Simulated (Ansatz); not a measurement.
# Cd2S: distorted cells

The calculation used Ansatz 0.2.0, DFT PBE, scalar-relativistic, plane waves, PAW.

Plane waves to 420 eV, a k mesh through Γ of 12×12×6 on the computed 3-atom cell and Gaussian smearing (0.05 eV); no spin polarisation.

Reference cell:

```
CELL_PARAMETERS angstrom
3.96267 0.00000 0.00000
-1.98134 3.43177 0.00000
0.00000 0.00000 5.80919
ATOMIC_POSITIONS crystal
Cd 0.66667 0.33333 0.57873
Cd 0.33333 0.66667 0.93272
S 0.33333 0.66667 0.36570
```

Each variant moves atoms of this cell by the vectors given, if any (Å), and then applies a symmetric strain (tensor components, Cartesian axes). The reference cell isn't relaxed at this level. Energies are per atom at zero smearing, counted from the lowest variant. Pressure is positive in compression.

1. strain (xx yy zz yz xz xy, %) -2.68 -2.68 -1.18 0.00 0.00 0.00; moves: Cd1 (0.000, 0.000, -0.117); Cd2 (0.000, 0.000, 0.127); S3 (0.000, 0.000, -0.010)
2. strain (xx yy zz yz xz xy, %) 3.21 5.31 1.41 0.07 -0.12 1.82; moves: Cd1 (-0.097, 0.056, 0.034); Cd2 (0.106, -0.061, 0.000); S3 (-0.009, 0.005, -0.034)
3. strain (xx yy zz yz xz xy, %) 4.27 4.27 1.27 0.00 0.00 0.00; moves: Cd1 (0.000, 0.000, -0.211); Cd2 (0.000, 0.000, 0.123); S3 (0.000, 0.000, 0.088)
4. strain (xx yy zz yz xz xy, %) -3.83 -3.83 2.17 0.00 0.00 0.00; moves: Cd1 (0.000, 0.000, -0.069); Cd2 (0.000, 0.000, -0.139); S3 (0.000, 0.000, 0.208)

```
variant  ΔE (meV/atom) P (GPa) largest force (eV/Å) gap on mesh (eV) space group
      1           19.0     5.21                  1.47                 0         P3m1
      2            0.0    -2.84                  0.62              0.24           Cm
      3            7.0    -0.88                  0.68              0.28         P3m1
      4          106.6     6.36                  1.90                 0         P3m1
```